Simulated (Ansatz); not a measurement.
# PdSTe (Janus 2H monolayer) from LDA to hybrids

All numbers come from Ansatz 0.2.0. All values are calculated for a non-magnetic cell, which may be hypothetical.

The cell is PdSTe as a Janus 2H monolayer; cell and atoms were relaxed with r2SCAN. In-plane lattice: a = 3.989 Å, b = 3.989 Å, γ = 120.0°; thickness between the outer nuclei 2.45 Å. Pd is surrounded by 3 S at 2.59 Å and 3 Te at 2.62 Å; S is surrounded by 1 Te at 2.45 Å and 3 Pd at 2.59 Å; Te is surrounded by 1 S at 2.45 Å and 3 Pd at 2.62 Å.

```yaml
crystal:
  lattice:
    - [3.98858, 0.00000, 0.00000]
    - [-1.99429, 3.45422, 0.00000]
    - [0.00000, 0.00000, 30.65531]
  atoms:
    - { symbol: Pd, position: [0.33333, 0.66667, 0.29433] }
    - { symbol: S, position: [0.66667, 0.33333, 0.33315] }
    - { symbol: Te, position: [0.66667, 0.33333, 0.25328] }
```
Periodic in the plane only; c spans the vacuum.

On this one geometry the levels give:

| level | k mesh | gap (eV) | kind | edges | least direct gap (eV) | rough cost |
| --- | --- | --- | --- | --- | --- | --- |
| LDA | 12×12×1 | 0.21 | indirect | K–Γ (0.91) → K | 0.46 | 30 core-seconds |
| PBE+SOC | 12×12×1 | 0.14 | indirect | Γ–M (0.20) → K | 0.17 | 3 core-minutes |
| r2SCAN | 12×12×1 | 0.12 | indirect | Γ → K | 0.53 | 80 core-seconds |
| HSE06 | 6×6×1 | 0.10 | indirect | Γ → K | 0.56 | 14 core-minutes |
| PBE0 | 6×6×1 | 0.56 | indirect | Γ → K | 0.89 | 12 core-minutes |
| r2SCAN0 | 6×6×1 | 0.51 | indirect | Γ → K | 0.89 | 21 core-minutes |

PBE+SOC: smearing of 0.02 eV; the others have fixed occupations.
Wave cutoffs: 420 eV, 500 eV (r2SCAN, r2SCAN0).
Points off the special ones are mesh points or PBE's searched band edges, reused at the other levels. PBE's own run along the path (0.20 eV) came before the search for the edges and missed one, so it isn't listed. Run but not listed, since they were read on a mesh alone, on too coarse a mesh, or into states of the vacuum: LC-ωPBE.
Costs come from shared machines and give only the order. The runs had 4 threads of Arm Neoverse V1, with other jobs on the host.

HSE06 gives an indirect gap of 0.10 eV, from Γ to K; the least direct gap is 0.56 eV at K–Γ (0.91 of the way from K).

Direct and least gap lie within 0.04 eV at some levels, so the kind of gap isn't settled.

Only the levels marked +SOC include spin-orbit coupling.

Gaps or overlaps of about a tenth of an eV are at the limit of these meshes: between the points read a gap can be smaller or closed.

The meshes of the hybrids are coarse, so their gaps aren't converged to the digits shown.

For some runs the program warns that the potential is rough where the density is thin, which bears on empty states near the vacuum.

Small gaps with spin-orbit coupling can be splittings of inverted bands, not the fundamental gap; semilocal functionals often invert bands that the real crystal keeps in order.
